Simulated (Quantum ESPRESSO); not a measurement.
## Si5Ge2 (a curve over strain)

Simulated, not a measurement. The program is pw.x of Quantum ESPRESSO 7.5 (plane-wave density functional theory). The cell is made up: 7 atoms on a zincblende/diamond lattice with one site empty, with randomly drawn elements, strain and displacements, not relaxed. PseudoDojo standard norm-conserving files (v0.5 for PBE, v0.4.1 for LDA and PBEsol) set the functional; there is no spin polarisation, spin-orbit coupling or dispersion term, and the masses in the input are unused placeholders. A spin-polarised start on this cell or one of its family kept no moment.

Seven runs add a strain to one cell (the same linear strain along x, y and z); the atoms follow the cell and are not relaxed. Stress in the table is positive in tension.

Input of the run at +0.0023:

```
&control calculation='scf', pseudo_dir='./dojo.nc.sr.pbe.v0_5.standard.upf', outdir='./o', disk_io='low', tprnfor=.true., tstress=.true. /
&system ibrav=0, nat=7, ntyp=2, nbnd=34, ecutwfc=77.98206166, nosym=.true., tot_charge=0,
 occupations='smearing', smearing='fd', degauss=0.0073498644
/
&electrons conv_thr=7.350e-09, electron_maxstep=60, /
ATOMIC_SPECIES
Ge 1.0 Ge.upf
Si 1.0 Si.upf
CELL_PARAMETERS angstrom
5.512 -0.019 0.0772
-0.019 5.6181 -0.0238
0.0772 -0.0238 5.4586
ATOMIC_POSITIONS angstrom
Si -0.1111 -0.0725 -0.0352
Si -0.0365 2.9835 2.8333
Ge 2.6541 0.1434 2.7975
Si 1.3812 1.327 1.2268
Si 1.4353 4.1962 4.2474
Ge 4.2442 1.202 3.9842
Si 4.1474 4.3242 1.3632
K_POINTS automatic
6 6 6 1 1 1
```

| added strain | free energy less that of the input shown (eV) | stress xx (GPa) | stress yy (GPa) | stress zz (GPa) | stress xy (GPa) | pressure (GPa) | iterations |
| --- | --- | --- | --- | --- | --- | --- | --- |
| -0.0194 | 0.1285 | -5.47 | -3.78 | -3.56 | -3.10 | 4.27 | 10 |
| -0.0160 | 0.0886 | -4.63 | -3.02 | -2.77 | -2.97 | 3.47 | 11 |
| -0.0117 | 0.0487 | -3.64 | -2.10 | -1.83 | -2.81 | 2.52 | 11 |
| +0.0023 | 0.0000 | -0.80 | 0.51 | 0.86 | -2.33 | -0.19 | 11 |
| +0.0049 | 0.0034 | -0.33 | 0.94 | 1.31 | -2.25 | -0.64 | 11 |
| +0.0167 | 0.0625 | 1.57 | 2.67 | 3.09 | -1.92 | -2.44 | 11 |
| +0.0215 | 0.1059 | 2.25 | 3.29 | 3.72 | -1.79 | -3.09 | 11 |

A cubic fit gives a slope of stress xx against the added strain of 189 GPa at zero added strain, with the atoms clamped. Across the table the free energy follows the integral of the stress to within 1.4 meV. A rerun of one of the cells at 1347 eV and a 8 x 8 x 8 mesh moved values by no more than 0.005 eV in energy, 0.03 GPa in stress and 0.006 eV/Å in force.